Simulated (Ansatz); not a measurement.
Te (trigonal-Te type, space group P3_121)

```
Te
1.0
    4.52111     0.00000     0.00000
   -2.26056     3.91540     0.00000
    0.00000     0.00000     5.95492
Te
3
Direct
  0.26812   0.00000   0.33333
  0.00000   0.26812   0.66667
  0.73188   0.73188   0.00000
```

The slice is a (0001) plane (indices of the conventional cell) through the point (0.268, 0.000, 0.333) (fractional), spanned by u = [110] and v = [1 -1 0] in vectors of this cell: u (4.52 Å) and v (7.83 Å, at 90° to u). It covers one period; positions are fractions (u, v).

These are PBE (plane waves to 420 eV, PAW, scalar-relativistic; Ansatz, an electronic-structure program) values and carry that method's errors. k mesh 9×9×6. Inside the PAW spheres the values are not all-electron values, and peaks at nuclei hang on which shells count as valence. Spin-orbit coupling is left out, though Te is heavy. Te was relaxed with its symmetry unable to fall. The PAW data are Ansatz's earlier set.

Task: Predict the map of the electrostatic potential energy of an electron, from the cell's mean on the slice.

Result: 
```
|xxxxxxxx  ::##@@@@@@@@%%**..  xxxxxx|
|xxxxxxxx  ==##@@@@@@@@%%##--  xxxxxx|
|xxxxxx  ..**%%@@@@@@@@%%##++    xxxx|
|xx      ++##@@@@@@@@@@@@%%**==      |
|    --++##%%@@@@@@@@@@@@%%%%**==::  |
|++++**##%%@@@@@@@@@@@@@@@@%%%%##**++|
|##%%%%@@@@@@@@@@@@@@@@@@@@@@@@%%%%%%|
|%%@@@@@@@@@@@@@@@@@@@@@@@@@@@@@@@@%%|
|@@@@@@@@@@@@@@@@%%%%%%%%@@@@@@@@@@@@|
|@@@@@@@@@@@@%%##******####%%@@@@@@@@|
|@@@@@@@@%%##++--..  ..--++##%%@@@@@@|
|@@@@@@@@##++..    xx      ==##%%@@@@|
|@@@@@@%%**..  xxxxxxxxxx    ++%%@@@@|
|@@@@@@##==  xxxxxxxxxxxxxx  --##@@@@|
|@@@@%%##::  xxxxxxxxxxxxxx  ::##@@@@|
|@@@@%%**..  xxxxxxxxxxxxxx  ..**%%@@|
|@@@@%%**..  xxxxxxxxxxxxxx  ::##@@@@|
|@@@@%%##--  xxxxxxxxxxxxxx  ==##@@@@|
|@@@@%%##++    xxxxxxxxxx  ..**%%@@@@|
|@@@@@@%%**==      xx      ++##@@@@@@|
|@@@@@@%%%%**==::      --++##%%@@@@@@|
|@@@@@@@@%%%%##**++++++**##%%@@@@@@@@|
|@@@@@@@@@@@@%%%%%%##%%%%@@@@@@@@@@@@|
|@@@@@@@@@@@@@@@@%%%%@@@@@@@@@@@@@@@@|
|%%%%%%@@@@@@@@@@@@@@@@@@@@@@@@@@@@%%|
|****####%%@@@@@@@@@@@@@@@@@@@@%%##**|
|  ..--++##%%@@@@@@@@@@@@@@%%##++--..|
|xx      ==##%%@@@@@@@@@@@@##++..    |
|xxxxxx    ++%%@@@@@@@@@@%%**..  xxxx|
|xxxxxxxx  --##@@@@@@@@@@##==  xxxxxx|
|xxxxxxxx  ::##@@@@@@@@%%##::  xxxxxx|
|xxxxxxxx  ..**%%@@@@@@%%**..  xxxxxx|
```
Scale: ten equal steps from -2.00 (start of ' ') to 6.31 (end of '@'), in the order ' .:-=+*#%@'. Values: electrostatic potential energy of an electron, from the cell's mean, in eV. The map has 18 points along u (two characters each, u = 0 at the left) and 32 along v (v = 0 in the bottom row). Points within 1 Å of a nucleus are blanked (x), as the pseudised field means little there. Values under -2 eV are set to -2. The zero, the cell's mean, hangs on the PAW cores.
